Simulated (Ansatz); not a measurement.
Here is the system:

MoS₂:
```xyz
6
Lattice="3.1560 0.0000 0.0000 -1.5780 2.7331 0.0000 0.0000 0.0000 12.1258" Properties=species:S:1:pos:R:3 pbc="T T T"
Mo     0.0000     0.0000     3.0314
Mo     0.0000     0.0000     9.0943
S      0.0000     1.8221     4.5937
S      1.5780     0.9110     7.5321
S      1.5780     0.9110    10.6565
S      0.0000     1.8221     1.4692
```

This is the PBE+D3(BJ)-relaxed structure.

Question: All from the program Ansatz at the PBE+D3(BJ) level (PAW), unless another level is named. Give the electron effective mass.

Answer: 0.48, 0.64, 0.83 mₑ (principal values).

Question: What about the gap with spin–orbit coupling?

Answer: 0.81 eV.

Question: Predict the hole effective mass.

Answer: 0.67, 0.67, 0.90 mₑ (principal values).

Question: Next, the formation energy from the elements (no fitted shifts)?

Answer: -89 kJ/mol-atom.

Question: Give the valence-band maximum.

Answer: at Γ.

Question: Next, the weight of the valence-edge state by species (Voronoi cells)?

Answer: Mo 57 %, S 43 %.

Space group P6_3/mmc. The workflow started from a Materials Project entry (that database holds measured and hypothetical structures alike). Its sites differ from those of the usual phase in this space group: another stacking or structure type. The PBE+D3(BJ) relaxation kept the symmetry of its start; whether a distortion lowers the energy is not shown. No spin polarisation was allowed. The references are the lowest solids computed at this level, not always the standard phases. Spin–orbit coupling is left out wherever it is not named.

Potentials: the later of the program's two PAW sets.
